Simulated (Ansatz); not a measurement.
# Field gradients of SnO from run to run

Cell of run 1: a Materials Project structure (computed, not necessarily an observed phase).

```
Sn O
1.0
     3.81370    0.00000    0.00000
     0.00000    3.81370    0.00000
     0.00000    0.00000    4.88691
Sn O
2 2
Cartesian
  0.0000 1.9068 1.1503
  1.9068 0.0000 3.7367
  1.9068 1.9068 0.0000
  0.0000 0.0000 0.0000
```

Atoms are numbered from 1 in the order listed; like atoms form one site, named after its first atom.

Relaxed positions (PBE, cell held):

```
CELL_PARAMETERS angstrom
3.81370 0.00000 0.00000
0.00000 3.81370 0.00000
0.00000 0.00000 4.88691
ATOMIC_POSITIONS crystal
Sn 0.00000 0.50000 0.23930
Sn 0.50000 0.00000 0.76070
O 0.50000 0.50000 0.00000
O 0.00000 0.00000 0.00000
```

All runs are DFT with Ansatz 0.2.0 (plane waves and PAW, scalar-relativistic unless spin–orbit coupling is named, Γ-centred meshes, Fermi–Dirac smearing where given) in this cell.

Run 1: PBE, atoms as given; 420 eV, 9×9×7 k-points, smearing 0.01 eV.
Run 2: r2SCAN, atoms as given; 500 eV, 9×9×7 k-points, smearing 0.01 eV.
Run 3: PBE, atoms relaxed; 420 eV, 9×9×7 k-points, smearing 0.01 eV.
Run 4: r2SCAN, at the relaxed atoms; 500 eV, 9×9×7 k-points, smearing 0.01 eV.
Run 5: r2SCAN, atoms relaxed; 500 eV, 9×9×7 k-points, smearing 0.01 eV.

| run | Sn V_zz (η) | O V_zz (η) |
| --- | --- | --- |
| 1 | -17.46 (0.00) | 0.074 (0.00) |
| 2 | -18.85 (0.00) | 0.12 (0.00) |
| 3 | -17.60 (0.00) | 0.48 (0.00) |
| 4 | -18.96 (0.00) | 0.54 (0.00) |
| 5 | ? | ? |

V_zz in 10²¹ V/m².

Question: Estimate the row of run 5.

Answer: Sn: -18.81 (0.00); O: -0.023 (0.00). It lies nearest to run 2, from whose tensors on these sites it differs by 0.14 at most (largest principal value of the difference, on O). Taken one at a time, the functional (r2SCAN with its higher cutoff) moves the tensors on these sites by up to 1.39 (largest principal value of the change, on Sn), the positions of the atoms (as given or relaxed) by 0.56 (O).

Without spin–orbit coupling (the program notes it for Sn) the gradients can shift somewhat, as the gap is small. With these PAW files V_zz is typically within 2 to 3 % of all-electron values, but misses above 10 % occur on Sn. In runs 1, 2, 3, 4, 5 the gap is small for the k-mesh or the smearing, and small gradients can still move by 0.1 × 10²¹ V/m² or more. In runs 1, 4 the atoms aren't at the calculated equilibrium (largest force 0.37, 0.51 eV/Å).
